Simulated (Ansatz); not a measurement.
Input:

CsCl (CsCl type), conventional cell a = 4.2053 Å, b = 4.2053 Å, c = 4.2053 Å, α = 90.00°, β = 90.00°, γ = 90.00°. The calculation uses the primitive cell of 2 atoms, to which meshes and values per cell refer.

The volume is varied about the relaxed value V₀ at fixed cell shape. Symmetry pins the atoms to their sites.

Computed with PBE (plane waves to 420 eV, PAW, scalar-relativistic; Ansatz, a first-principles code). k mesh 8×8×8 (Γ-centred), Fermi-Dirac smearing 0.05 eV. The energy includes the smearing's −TS. Stress and pressure are positive under compression. CsCl was relaxed with its symmetry unable to fall. ΔE is measured from the relaxed starting cell.

The scan covers V/V₀ from 0.840 to 1.160 in 13 points.

Question: What is ΔE at V/V₀ = 0.840?

Answer: 61.3 meV/atom.

Question: What is ΔE at V/V₀ = 1.160?

Answer: 31.4 meV/atom.

Question: What pressure does the cell carry at V/V₀ = 0.840?

Answer: 3.93 GPa.

(Under strain, the slope of the energy per volume gives the stress and its curvature an elastic modulus.)
